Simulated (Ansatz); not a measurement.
These are results of Ansatz 0.2.0, DFT PBE, scalar-relativistic, plane waves, PAW, and for the lanthanide a 4f-in-core norm-conserving potential, not measurements. All cells share a 770 eV cutoff and Γ-centred k meshes spaced at most about 0.3 Å⁻¹ (about 0.25 or finer for metals, 2π included). No spin polarisation in the final relaxations.

Each of these unrelaxed guesses is relaxed in cell and atoms within its symmetry. A guess keeps its type if space group and coordination stay and the shape of the cell changes little (axis ratios within about 15 %, angles within 6°); the volume may change.

1. ErCl

```
Er Cl
1.0
     3.87411    0.00000    0.00000
     0.00000    3.87411    0.00000
     0.00000    0.00000    3.87411
Er Cl
1 1
Direct
  0.50000 0.50000 0.50000
  0.00000 0.00000 0.00000
```

2. Er3H

```
Er H
1.0
     6.14211    0.00000    0.00000
    -3.07105    5.31922    0.00000
     0.00000    0.00000    4.88780
Er H
6 2
Direct
  0.16632 0.33264 0.25000
  0.66736 0.83368 0.25000
  0.16632 0.83368 0.25000
  0.83368 0.66736 0.75000
  0.33264 0.16632 0.75000
  0.83368 0.16632 0.75000
  0.33333 0.66667 0.75000
  0.66667 0.33333 0.25000
```

Problem. Which keep their type?

Solution. Guess 1 keeps its type. Symmetry leaves only the cell edge free in guess 1, so these can't change.

```
guess  kept  start group  end group  V start (Å³/atom)  V end  b/a and c/a, end over start  nearest neighbours start  nearest neighbours end
    1   yes        Pm-3m      Pm-3m               29.1   20.6                   1.00, 1.00                Cl 8, Er 8              Cl 8, Er 8
    2    no     P6_3/mmc   P6_3/mmc               20.0   25.1                   1.00, 0.50               Er 12, H 12               Er 2, H 6
```

Neighbours count within 15 % of an atom's shortest distance; end groups are read at 0.02 Å (0.05 Å in metals).

Cells relaxed within their symmetry can be saddle points.

The lanthanide is trivalent by construction, without f bands, f moments or other valences.
